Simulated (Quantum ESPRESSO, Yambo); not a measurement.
**BaO2 under isotropic strain**

```xyz
3
Lattice="-1.8857 1.8857 3.3750 1.8857 -1.8857 3.3750 1.8857 1.8857 -3.3750" Properties=species:S:1:pos:R:3 pbc="T T T"
O      0.0000     0.0000     2.6407
O      0.0000     0.0000     4.1094
Ba     0.0000     0.0000     0.0000
```

BaO₂ (space group I4/mmm, No. 139) under isotropic strain (on all lattice vectors), counted from the cell relaxed with PBEsol, atoms relaxed at each step. PBEsol (pw.x of Quantum ESPRESSO, ONCV potentials, no spin-orbit coupling); G0W0 and BSE in Yambo (4×4×4 Γ-centred k mesh, 94 bands and a 8 Ry block in the screening, 94 bands in G with the Bruneval-Gonze terminator, plasmon pole fitted at 27.2 eV; BSE 8×8×8 mesh, 4 valence and 2 conduction bands, static screening with 29 bands and a 4 Ry block, scissor from each state's G0W0).

```csv
strain (%),pressure (GPa),PBEsol gap (eV),kind,G0W0 direct gap (eV),lowest vertical BSE state (eV),RPA ε∞ along x
-3,9.0,2.04,direct,3.68 at Z,not resolved,–
-1.5,4.0,2.06,direct,3.71 at Z,not resolved,–
-0.7,1.7,2.07,direct,3.73 at Z,not resolved,–
0,0.0,2.07,direct,3.74 at Z,not resolved,–
+1,-2.2,2.07,direct,3.75 at Z,not resolved,–
+2,-4.1,2.07,direct,3.75 at Z,not resolved,–
```

Between -0.7 % and +1 % the direct gap at Z has a volume deformation potential dE/dlnV of 0.3 eV in G0W0 and 0.1 eV in PBEsol.

GW, BSE and RPA settings are held fixed; their convergence isn't established. Strains are linear. The screening block changes size along the series (129 vectors at -3 %, 129 vectors at -1.5 %, 131 vectors at -0.7 %, 131 vectors at +0 %, 131 vectors at +1 %, 131 vectors at +2 %), which puts steps into the G0W0 values.  Axes are Cartesian, with cell vectors (Å) (-1.89, 1.89, 3.38), (1.89, -1.89, 3.38), (1.89, 1.89, -3.38).
